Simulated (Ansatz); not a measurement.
## CO2: a run for the field gradients

```yaml
crystal:
  lattice:
    - [5.49707328, 0.0, 0.0]
    - [0.0, 5.49707328, 0.0]
    - [0.0, 0.0, 5.49707328]
  atoms:
    - { symbol: C, position: [0.0, 0.0, 0.0] }
    - { symbol: C, position: [0.5, 0.0, 0.5] }
    - { symbol: C, position: [0.5, 0.5, 0.0] }
    - { symbol: C, position: [0.0, 0.5, 0.5] }
    - { symbol: O, position: [0.12253698, 0.12253698, 0.12253698] }
    - { symbol: O, position: [0.37746302, 0.87746302, 0.62253698] }
    - { symbol: O, position: [0.62253698, 0.37746302, 0.87746302] }
    - { symbol: O, position: [0.87746302, 0.62253698, 0.37746302] }
    - { symbol: O, position: [0.87746302, 0.87746302, 0.87746302] }
    - { symbol: O, position: [0.62253698, 0.12253698, 0.37746302] }
    - { symbol: O, position: [0.37746302, 0.62253698, 0.12253698] }
    - { symbol: O, position: [0.12253698, 0.37746302, 0.62253698] }
kpoints:
  mp_grid: { grid: [4, 4, 4] }
scf:
  occupations: { method: fermi_dirac, width: 0.3 }
  n_extra_bands: 0
  max_iter: 60
hamiltonian:
  xc: pbe
  pseudopotentials: { kind: paw }
output:
  forces: true
  stress: true
  populations: true
  efg: { quadrupole_moments_barn: { O: -0.02558 }, contact_densities: true }
```

```sh
ansatz run input.yaml --threads 1 --pin off --max-ram 2560MiB --backend cpu --events-out ev --progress --plain --runs-dir out
```

(1) Does this calculation finish, and if not, why?

Answers

(1) The program refused the input. The input holds no extra empty bands under a smearing of 0.3 eV. The program says:

```
Error: inconsistent input (scf.n_extra_bands, scf.occupations.method): n_bands = 32 leaves no empty band above the 32 bands per channel that the deck's 64 electrons occupy, and the occupations search for the Fermi level (a smearing at a finite width, or tetrahedra): a level found among occupied bands alone can fill a metal as an insulator; raise scf.n_extra_bands until at least 33 bands are solved (omitted, it auto-derives to 48) (see scf.n_extra_bands in the input reference)
```

Against a sound input the change was `scf.n_extra_bands`: not typed → 0; `scf.occupations`: {method: fermi_dirac, width: 0.02} → {method: fermi_dirac, width: 0.3}; `scf.max_iter`: not typed → 60.

With the sound settings the run converges and gives V_zz (10²¹ V/m²) C -2.94 (η 0.00), O 7.14 (η 0.00).
